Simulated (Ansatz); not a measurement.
## An elastic constant from a strain scan in In3Sb

All numbers below come from DFT PBEsol+D3(BJ), scalar-relativistic, plane waves, PAW in Ansatz 0.2.0. Settings: plane waves to 420 eV, k-mesh 10×10×10 (Γ-centred), Gaussian smearing 0.15 eV. No spin polarisation. Energies are free energies at this smearing, counted from the undisturbed cell; pressure is positive in compression.

Zero of the scan (relaxed at this level; it needn't be the usual structure):

```yaml
crystal:
  lattice:
    - [4.64024, 0.00000, 0.00000]
    - [0.00000, 4.64024, 0.00000]
    - [0.00000, 0.00000, 4.64024]
  atoms:
    - { symbol: In, position: [0.50000, 0.50000, 0.00000] }
    - { symbol: In, position: [0.50000, 0.00000, 0.50000] }
    - { symbol: In, position: [0.00000, 0.50000, 0.50000] }
    - { symbol: Sb, position: [0.00000, 0.00000, 0.00000] }
```

The cell is strained by ε times the Voigt pattern (0, 1, 0, 0, 0, 0) (xx, yy, zz, yz, xz, xy; engineering shear) with fractional coordinates fixed. The cell holds 4 atoms in V0 = 99.91 Å³. The stress column is τ = (1/V0) dE/dε, got from the stress tensor σ (compression positive) at each point as −det(1 + εP) σ : P(1 + εP)⁻¹, with P the pattern as a tensor.

```csv
ε,ΔE (meV/atom),τ (GPa)
-0.1000,42.643,-6.805
-0.0750,20.790,-4.447
-0.0500,7.440,-2.456
-0.0250,1.306,-0.799
0.0000,0.000,0.022
0.0250,1.916,1.035
0.0500,8.464,2.364
0.0750,20.120,3.571
0.1000,?,?
```

**Question.** Which combination of elastic constants does this scan measure, and how large is it?

**Answer.** For small ε, τ = τ0 + Kε with K = pᵀCp, which for this pattern is C11 in the cubic axes. The parabola through τ at ε = -0.0250, 0 and 0.0250 has slope K = 37 GPa at zero. The energies per cell, E = NΔE, of the same two points give K = 2[E(ε₊)/ε₊ − E(ε₋)/ε₋]/[(ε₊ − ε₋)V0] = 33 GPa; a fourth-order term in the energy shifts the first figure twice as much as the second, so 2 × 33.1 − (36.7) = 29.5 GPa is a better limit for small strain, as far as the energies carry no numerical noise.

**Question.** Predict the withheld row at ε = 0.1000 from the harmonic law, and compare.

**Answer.** ΔE = V0(τ0 ε + Kε²/2)/N = 28.952 meV/atom and τ = 3.69 GPa. The calculation gives 35.947 meV/atom and 4.50 GPa: the energy lies 24 % above the harmonic value.

In a metal these slopes depend on the k mesh and the smearing.

Cost: 9 runs of about 2.7 core-minutes in all, on Intel Xeon Platinum 8488C (Sapphire Rapids) (shared hosts).